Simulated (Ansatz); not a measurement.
ScBeNO:
```
CELL_PARAMETERS angstrom
      3.26656     0.00000     0.00000
     -1.63328     2.82892     0.00000
      0.00000     0.00000     4.82459
ATOMIC_POSITIONS crystal
  Sc 0.33333 0.66667 0.52044
  Be 0.66667 0.33333 0.98491
  O  0.33333 0.66667 0.09264
  N  0.66667 0.33333 0.65200
```

Relaxed with r²SCAN+D4. Special points in fractions of this cell's reciprocal vectors: Γ (0.000, 0.000, 0.000); M (0.500, 0.000, 0.000); K (0.333, 0.333, 0.000); A (0.000, 0.000, 0.500); L (0.500, 0.000, 0.500); H (0.333, 0.333, 0.500).

**Question.** List the band energies nearest the valence-band maximum at these points for r²SCAN+D4 (plane waves, PAW; program Ansatz).

**Answer.** In eV from the valence-band maximum; about four levels below and three above (degenerate sets whole), none deeper than 8.9 eV; points with the same levels are listed once.

```csv
k,below,above
Γ,-1.96 -1.96 -1.31 -1.31 -1.09,3.67 5.90 5.90
M,-2.55 -2.46 -0.68 -0.29,4.57 6.08 6.52
K,-2.30 -1.95 -1.15 -0.18,3.83 6.10 6.23
A,-2.17 -2.17 -1.69 -1.11 -1.11,4.87 6.22 6.22
L,-2.87 -1.82 -0.49 0.00,4.69 5.90 6.73
H,-3.11 -1.00 -0.86 -0.05,3.87 5.66 6.74
```

Space group P3m1. The start of the workflow was typed in or built on a structure type; neither database checked (COD, Materials Project) lists it. Whether it is the stable phase at ambient conditions was not checked. The r²SCAN+D4 relaxation kept the symmetry of its start; whether a distortion lowers the energy is not shown. The run is not spin-polarised. The volume moved by -22 % from the start of the relaxation.

Potentials: the earlier of the program's two PAW sets. The files were generated under PBE; for other functionals the program regenerates the frozen cores, and for LDA and PBEsol the local potential too.
